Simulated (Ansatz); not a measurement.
System: Fe2O3, 10 atoms in the cell.

The calculation used PBE, all-electron LAPW, point nucleus in Ansatz.

k-mesh 4×4×4 Γ-centred; Fermi–Dirac smearing of 0.05 eV; starting moments Fe1 5, Fe2 -5, Fe3 -5, Fe4 5 μB.

```
Fe O
1.0
     2.51750    1.45348    4.58233
    -2.51750    1.45348    4.58233
     0.00000   -2.90696    4.58233
Fe O
4 6
Direct
  0.35530 0.35530 0.35530
  0.14470 0.14470 0.14470
  0.85530 0.85530 0.85530
  0.64470 0.64470 0.64470
  0.55590 0.94410 0.25000
  0.25000 0.55590 0.94410
  0.94410 0.25000 0.55590
  0.44410 0.05590 0.75000
  0.75000 0.44410 0.05590
  0.05590 0.75000 0.44410
```

Q: What pressure does the calculation give?

A: The pressure is -0.85 GPa, so at these settings the cell is stretched and would shrink.

One magnetic order was tried; another may lie lower.
